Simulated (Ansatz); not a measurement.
Consider the following.

SiO₂:
```
SiO2
1.0
    4.98032     0.00000     0.00000
    0.00000     4.98032     0.00000
    0.00000     0.00000     6.91810
Si O
4 8
Direct
  0.30233   0.30233   0.00000
  0.80233   0.19767   0.75000
  0.19767   0.80233   0.25000
  0.69767   0.69767   0.50000
  0.23822   0.10904   0.18132
  0.73822   0.39096   0.56868
  0.26178   0.60904   0.06868
  0.76178   0.89096   0.68132
  0.89096   0.76178   0.31868
  0.39096   0.73822   0.43132
  0.60904   0.26178   0.93132
  0.10904   0.23822   0.81868
```

This is the r²SCAN-relaxed structure.

### Question
All from r²SCAN (plane waves, PAW; program Ansatz), unless another level is named. Predict the HSE06 gap on the r²SCAN cell.

### Answer
7.51 eV.

### Question
And the electron effective mass?

### Answer
0.53 mₑ (isotropic).

### Question
What about the weight of the valence-edge state by species (Voronoi cells)?

### Answer
O 98 %, Si 2 %.

Space group P4_12_12. The r²SCAN relaxation kept the symmetry of its start.

Potentials: the later of the program's two PAW sets.
